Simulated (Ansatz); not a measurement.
NbP:
```
CELL_PARAMETERS angstrom
     -1.67350     1.67350     5.71388
      1.67350    -1.67350     5.71388
      1.67350     1.67350    -5.71388
ATOMIC_POSITIONS crystal
  Nb 0.00004 0.00004 0.00000
  Nb 0.75004 0.25004 0.50000
  P  0.58259 0.58259 0.00000
  P  0.33259 0.83259 0.50000
```

Relaxed with PBE. Special points in fractions of this cell's reciprocal vectors: Γ (0.000, 0.000, 0.000); X (0.000, 0.000, 0.500); P (0.250, 0.250, 0.250); N (0.000, 0.500, 0.000); M (0.500, 0.500, -0.500); S (0.271, 0.729, -0.271); S0 (-0.271, 0.271, 0.271); R (-0.043, 0.043, 0.500); G (0.500, 0.500, -0.043).

Q: List the band energies nearest the Fermi level at these points for PBE in the plane-wave PAW code Ansatz.

A: In eV from the Fermi level; about four levels below and three above (degenerate sets whole), none deeper than 8.9 eV; points with the same levels are listed once.

```csv
k,below,above
Γ,-2.14 -1.71 -1.37 -1.37,0.81 1.59 2.68
X,-2.85 -2.85 -0.44 -0.44,2.96 2.96 3.07 3.07
P,-2.89 -2.89 -0.42 -0.42,2.98 2.98 3.05 3.05
N,-2.34 -1.86 -1.51 -0.11,0.06 1.31 2.46
M,-2.68 -2.68 -0.54 -0.54,1.18 1.18 2.32 2.32
S,-2.32 -2.20 -1.46 -0.16,0.14 1.64 2.40
R,-2.82 -2.82 -0.48 -0.48,2.76 2.76 3.14 3.14
```

Space group I4_1md. The cell was relaxed with PBE under the symmetry of its start; of distortions, only those at the zone centre were tested. The run is not spin-polarised. A small band overlap can be real or an error of a semilocal functional. The Fermi level of a semimetal is unsure by some 0.05 eV on such meshes. Spin–orbit coupling is left out wherever it is not named.

Potentials: the later of the program's two PAW sets.
